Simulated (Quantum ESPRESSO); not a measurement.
**Kohn-Sham bands of LiNbO₃ (R-3)**

```yaml
crystal:
  lattice:
    - [-2.64243, 4.57681, 0.00000]
    - [-5.28485, 0.00000, 0.00000]
    - [-2.64243, 1.52560, 4.84596]
  atoms:
    - { symbol: Li, position: [0.63781, 0.63781, 0.08657] }
    - { symbol: Li, position: [0.36219, 0.36219, 0.91343] }
    - { symbol: Nb, position: [0.85560, 0.85560, 0.43319] }
    - { symbol: Nb, position: [0.14440, 0.14440, 0.56681] }
    - { symbol: O, position: [0.04584, 0.78391, 0.73241] }
    - { symbol: O, position: [0.95416, 0.21609, 0.26759] }
    - { symbol: O, position: [0.78391, 0.43784, 0.73241] }
    - { symbol: O, position: [0.21609, 0.56216, 0.26759] }
    - { symbol: O, position: [0.43784, 0.04584, 0.73241] }
    - { symbol: O, position: [0.56216, 0.95416, 0.26759] }
```

Cell from Materials Project (mp-1078377), symmetrised, no further relaxation. COD (Crystallography Open Database) has the formula in 3 space groups, this one among them (matched by group alone). Level: PBEsol, no spin polarisation, no spin-orbit coupling; pw.x of Quantum ESPRESSO at 68 Ry with PseudoDojo potentials, 4×4×4 k-points, Wannier90. Density: 8×8×8 mesh, cold smearing 0.01 Ry.

### Question
List the Kohn-Sham levels between −8 and 6.8 eV relative to the valence-band maximum at the high-symmetry points, as a band run of pw.x on that density gives them (levels within 2 meV counted together).

### Answer
```json
[
 {"point": "Γ", "k (reciprocal lattice)": "0.000 0.000 0.000", "levels (eV)": "-3.94, -3.19 (×2), -3.16 (×2), -2.83, -2.73 (×2), -1.79, -1.56 (×2), -1.17, -0.48, -0.45 (×2), -0.30, -0.19 (×2), 4.21, 4.47, 4.62 (×2), 4.86 (×2), 6.72"},
 {"point": "T", "k (reciprocal lattice)": "0.000 0.000 -0.500", "levels (eV)": "-3.46 (×2), -3.11, -3.08, -3.01 (×2), -2.47 (×2), -1.85, -1.81 (×2), -1.75, -0.80, -0.38, -0.31 (×2), -0.27 (×2), 4.15, 4.61 (×2), 4.72, 4.89 (×2)"},
 {"point": "H_2", "k (reciprocal lattice)": "-0.267 -0.535 -0.767", "levels (eV)": "-4.00, -3.75, -3.72, -3.26, -3.02, -2.76, -2.44, -2.20, -1.84, -1.22, -1.19, -1.03, -0.93, -0.52, -0.51, -0.36, -0.32, -0.21, 3.87, 4.12, 4.38, 4.79, 4.99, 5.17"},
 {"point": "H_0", "k (reciprocal lattice)": "-0.267 -0.733 -0.500", "levels (eV)": "-4.00, -3.75, -3.72, -3.26, -3.02, -2.76, -2.44, -2.20, -1.84, -1.22, -1.19, -1.03, -0.93, -0.52, -0.51, -0.36, -0.32, -0.21, 3.87, 4.12, 4.38, 4.79, 4.99, 5.17"},
 {"point": "L", "k (reciprocal lattice)": "-0.500 -0.500 -0.500", "levels (eV)": "-4.05, -3.77, -3.60, -3.47, -3.08, -2.69, -2.37, -2.12, -1.81, -1.66, -1.29, -0.90, -0.75, -0.63, -0.35, -0.19, -0.16, -0.11, 3.82, 3.91, 4.50, 4.69, 5.11, 5.20"},
 {"point": "S_0", "k (reciprocal lattice)": "-0.366 -0.733 -0.366", "levels (eV)": "-4.05, -3.74, -3.60, -3.45, -2.97, -2.76, -2.57, -2.07, -1.91, -1.24, -1.07, -1.00, -0.86, -0.59, -0.43, -0.37, -0.29, -0.24, 3.85, 4.11, 4.34, 4.76, 5.02, 5.17"},
 {"point": "S_2", "k (reciprocal lattice)": "-0.267 -0.634 -0.634", "levels (eV)": "-4.05, -3.74, -3.60, -3.45, -2.97, -2.76, -2.57, -2.07, -1.91, -1.24, -1.07, -1.00, -0.86, -0.59, -0.43, -0.37, -0.29, -0.24, 3.85, 4.11, 4.34, 4.76, 5.02, 5.17"},
 {"point": "F", "k (reciprocal lattice)": "0.000 -0.500 -0.500", "levels (eV)": "-4.15, -3.66, -3.55, -3.44, -2.88, -2.76, -2.24, -1.91, -1.83, -1.64, -1.48, -1.13, -0.97, -0.73, -0.43, -0.26, -0.18, -0.05, 3.79, 4.21, 4.54, 4.65, 5.08, 5.09"}
]
```
